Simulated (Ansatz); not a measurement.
Ga2Pt (fluorite type, space group Fm-3m)

Space group Fm-3m (No. 225); a = 5.935 Å, b = 5.935 Å, c = 5.935 Å, α = 90.00°, β = 90.00°, γ = 90.00°

```tsv
atom	site	symmetry	x	y	z
Ga	8c	-43m	0.2500	0.2500	0.2500
Pt	4a	m-3m	0.0000	0.0000	0.0000
```
(The calculation used a cell of 3 atoms; values per cell refer to that cell.)

The relaxed cell is deformed in two ways at once: its volume V is scaled, and at that volume it is stretched along z (the c axis of the conventional cell) so that c/a changes. Fractional atomic positions are held.

Level of theory: r2SCAN (plane waves to 500 eV, PAW, scalar-relativistic; Ansatz, a first-principles code). k mesh 14×14×14 (Γ-centred), Fermi-Dirac smearing 0.05 eV. Compression counts positive. With partly filled bands, the response to shear is sensitive to the k mesh, so small differences along c/a are uncertain. Ga2Pt is run without spin polarisation. Ga2Pt was relaxed with its symmetry unable to fall. Spin-orbit coupling is left out, though Pt is heavy. This is a high-temperature form of Ga2Pt. 

| σzz (GPa) | V/V₀ = 0.920 | V/V₀ = 0.947 | V/V₀ = 0.973 | V/V₀ = 1.000 | V/V₀ = 1.027 | V/V₀ = 1.053 | V/V₀ = 1.080 |
|---|---|---|---|---|---|---|---|
| (c/a)/(c/a)₀ = 0.920 | … | … | … | 1.9 | -1.4 | -4.2 | -6.6 |
| (c/a)/(c/a)₀ = 0.947 | 14.8 | 9.5 | 4.9 | 1.1 | -2.2 | -5.0 | -7.3 |
| (c/a)/(c/a)₀ = 0.973 | 14.3 | 9.0 | 4.4 | 0.6 | -2.7 | -5.5 | -7.8 |
| (c/a)/(c/a)₀ = 1.000 | 13.8 | 8.5 | 3.9 | 0.0 | -3.3 | -6.1 | -8.4 |
| (c/a)/(c/a)₀ = 1.027 | 13.4 | 8.0 | 3.4 | -0.5 | -3.9 | -6.7 | -9.0 |
| (c/a)/(c/a)₀ = 1.053 | 13.0 | 7.6 | 2.9 | -1.0 | -4.4 | -7.2 | -9.6 |
| (c/a)/(c/a)₀ = 1.080 | 12.6 | 7.1 | 2.4 | -1.6 | -4.9 | -7.7 | -10.1 |

What belongs in the gaps?


- (c/a)/(c/a)₀ = 0.920, V/V₀ = 0.920: 15.7
- (c/a)/(c/a)₀ = 0.920, V/V₀ = 0.947: 10.3
- (c/a)/(c/a)₀ = 0.920, V/V₀ = 0.973: 5.8

(Under strain, the slope of the energy per volume gives the stress and its curvature an elastic modulus.)
